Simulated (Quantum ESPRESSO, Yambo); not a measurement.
At a photon energy of 6.75 eV, RPA with local fields on PBEsol bands shifted by a G0W0 scissor of 0.98 eV (Quantum ESPRESSO and Yambo; 15×15×4 mesh, 62 bands, 3 Ry local-field block, 0.2 eV broadening) gives ε = 12.3 + 9.55i for SiC (4H, space group P6_3mc, No. 186), field along x. Axes are Cartesian, with cell vectors (Å) (3.08, 0.00, 0.00), (-1.54, 2.66, 0.00), (0.00, 0.00, 10.07).

Q: Work out n, κ, the normal-incidence reflectivity, the absorption coefficient and the penetration depth.

A: 
|ε| = 15.57; n = √((|ε| + ε1)/2) = 3.73, κ = √((|ε| − ε1)/2) = 1.28. R = ((n − 1)² + κ²)/((n + 1)² + κ²) = 0.38. α = 2Eκ/(ħc) with ħc = 197.327 eV nm: 0.0875 per nm = 8.8 × 10⁵ per cm, a 1/e depth of 11 nm. The computed direct gap is 4.23 eV, and the energy scale of the real crystal may differ from it. Excitonic effects are left out, and values at one energy depend on mesh and broadening. The scissor comes from a G0W0 run whose convergence isn't established. Convergence of the RPA response with its 15×15×4 mesh was not tested.

Geometry of the Materials Project entry, not relaxed at this level; primitive cell a = b = 3.0757 Å, c = 10.0707 Å, α = β = 90.00°, γ = 120.00°.
